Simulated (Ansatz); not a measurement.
**Phonon dispersion of CoSi4Ru3**

Theory: Ansatz, DFT PBE, scalar-relativistic, plane waves, PAW. Settings: 420 eV plane-wave cutoff, Γ-centred 8×8×12 mesh, Gaussian smearing of 0.20 eV. Collinear spin, site moments 0.0, 0.0, 0.0, 0.0, 0.5, 0.0, 0.0, 0.0 μB. Phonons by linear response, acoustic sum rule imposed.

Relaxed structure:
```yaml
crystal:
  lattice:
    - [5.79482, 0.00000, 0.00000]
    - [0.00000, 5.79482, 0.00000]
    - [0.00000, 0.00000, 2.92425]
  atoms:
    - { symbol: Si, position: [0.74452, 0.74452, 0.50000] }
    - { symbol: Si, position: [0.74452, 0.25548, 0.50000] }
    - { symbol: Si, position: [0.25548, 0.74452, 0.50000] }
    - { symbol: Si, position: [0.25548, 0.25548, 0.50000] }
    - { symbol: Co, position: [0.50000, 0.50000, 0.00000] }
    - { symbol: Ru, position: [0.00000, 0.00000, 0.00000] }
    - { symbol: Ru, position: [0.00000, 0.50000, 0.00000] }
    - { symbol: Ru, position: [0.50000, 0.00000, 0.00000] }
```

The cell was found from a structure generator's guess, not taken from experiment. In a metal, frequencies and elastic constants depend on the k mesh and the smearing, soft modes and shear constants most. Some empty bands missed the eigensolver's threshold. The q mesh is coarse, so values between its points are rough.

Force constants from linear response on a 1×1×4 q mesh.

Task: Is the structure dynamically stable on this mesh?

Result: Yes, on this mesh: no mode is imaginary.

Task: Give the frequencies (cm⁻¹; i marks imaginary ones) at the irreducible q points, in fractions of the reciprocal vectors.

Result:
```json
{"q": "0.000 0.000 0.000", "star": "1", "frequencies": "0 0 0 109 112 112 116 131 189 189 214 220 220 229 234 248 248 271 271 305 316 316 404 469"}
{"q": "0.000 0.000 0.250", "star": "2", "frequencies": "81 81 116 116 117 184 197 199 202 202 203 220 220 243 243 267 276 298 298 309 320 320 373 382"}
{"q": "0.000 0.000 -0.500", "star": "1", "frequencies": "107 107 130 132 132 170 190 190 209 215 236 236 237 243 243 247 280 306 306 308 330 330 334 431"}
```
